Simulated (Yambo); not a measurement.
G0W0@PBEsol for BiBr$_{3}$ (space group C2/m, No. 12) in Yambo. Reference settings: 2×2×2 Γ-centred k mesh, 309 bands and a 6 Ry block in the screening, 309 bands in G with the Bruneval-Gonze terminator, plasmon pole fitted at 27.2 eV. The PBEsol gap (0, 0, -0.5) → (0, 0, -0.5) on this mesh is 2.62 eV; G0W0 gaps are taken between the same points.

The settings were changed. The gap went from 3.60 eV to 3.47 eV, and the shift of the valence edge from -0.72 eV to -0.55 eV.

Which change was made?
A. 117 bands in G
B. no terminator
C. 2 Ry block
D. 3 Ry block

D, 3 Ry block. The others gave (gap, valence shift): 117 bands in G: 3.60, -0.62 eV; 2 Ry block: 3.39, -0.43 eV; no terminator: 3.58, -0.59 eV.

The standard potential for Bi keeps a d shell in the valence without the s and p states of that shell. In tests on such compounds this moved G0W0 gaps by up to about 0.9 eV, so absolute quasiparticle energies here are unreliable; differences between settings are what counts.

Spin-orbit coupling is not included.

Geometry relaxed with PBE+D3(BJ); primitive cell a = 7.1476 Å, b = 7.1476 Å, c = 6.8578 Å, α = 100.07°, β = 100.07°, γ = 119.89°.

A shift is the quasiparticle energy of the state minus its PBEsol energy.
